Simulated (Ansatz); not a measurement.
**97Mo nuclear quadrupole resonance in Si2Mo at a changed volume**

Cell: an entry of the Crystallography Open Database (COD), relaxed with PBE at fixed cell and then changed (volume scaled by 0.98, ions relaxed).

```cif
data_structure
_symmetry_space_group_name_H-M 'P 1'
_symmetry_Int_Tables_number 1
_cell_length_a 4.5048
_cell_length_b 4.5048
_cell_length_c 4.5048
_cell_angle_alpha 138.684
_cell_angle_beta 138.684
_cell_angle_gamma 59.857
_cell_volume 39.44
loop_
_atom_site_label
_atom_site_type_symbol
_atom_site_fract_x
_atom_site_fract_y
_atom_site_fract_z
_atom_site_occupancy
Si1 Si 0.33470 0.33470 0.00000 1
Si2 Si 0.66530 0.66530 0.00000 1
Mo3 Mo 0.00000 0.00000 0.00000 1
```

Sites (sets of like atoms) are named by element and the number of their first atom in this list.

All values are calculated (Ansatz; DFT, PBE, plane waves and PAW, scalar-relativistic, 420 eV cutoff, Γ-centred 20×20×20 k-points, Fermi–Dirac smearing 0.05 eV), not measured.

97Mo: I = 5/2, Q = 255.0 mb (year-2017 value). Static lattice, zero field.

Question: The simulated lines lie at 5.63, 11.3 MHz. What are |C_Q|, η and |V_zz| at Mo?

Answer: For I = 5/2 and η = 0 the lines are 3|C_Q|/20 and twice that; η pulls their ratio below 2. Here |C_Q| = 37.5 MHz, η = 0.00 and |V_zz| = 6.09 × 10²¹ V/m². The calculation gives V_zz negative; the lines don't show the sign. The site has 10 Si at 2.59–2.61 Å.

An axis of threefold or higher order runs through Mo, so V_zz lies along it and η is zero.

With no gap above 0.1 eV, as in a metal, the gradients converge slowly in k; expect changes of a tenth or more on a denser mesh. Without spin–orbit coupling (the program notes it for Mo) the gradients can shift somewhat, as the gap is small. At this changed cell the PBE pressure is 7 GPa.
